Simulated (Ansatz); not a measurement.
Sc2C in space group P4/nmm (No. 129; Sc on 2a, Sc on 2c, C on 2c), plane-wave PAW PBE+D3(BJ) (Ansatz code), all energies at zero smearing, with the estimated change up to a 700 eV cutoff added, with one set of potentials and settings (totals compare only within such a set). Cell of 6 atoms (4 Sc, 2 C): -9047.399 eV.

```json
[
 {"element": "Sc", "reference phase": "P6_3/mmc, 2 atoms in the cell", "E (eV/atom)": "-2136.2096"},
 {"element": "C", "reference phase": "P6_3/mmc, 4 atoms in the cell", "E (eV/atom)": "-251.0872"}
]
```

Formation energy per atom, worked out: (-9047.399 − 4×(-2136.2096) − 2×(-251.0872))/6 = -0.064 eV/atom (-6 kJ per mol of atoms), at 0 K, without zero-point energy or fitted corrections.

A made-up cell: these elements were put on the sites of a structure type; neither database checked (COD, Materials Project) lists it. Its standing as an ambient phase is unchecked. The PBE+D3(BJ) relaxation kept the symmetry of its start; whether a distortion lowers the energy is not shown. No spin polarisation was allowed. The references are the lowest solids computed at this level, not always the standard phases.

Potentials: the earlier of the program's two PAW sets.
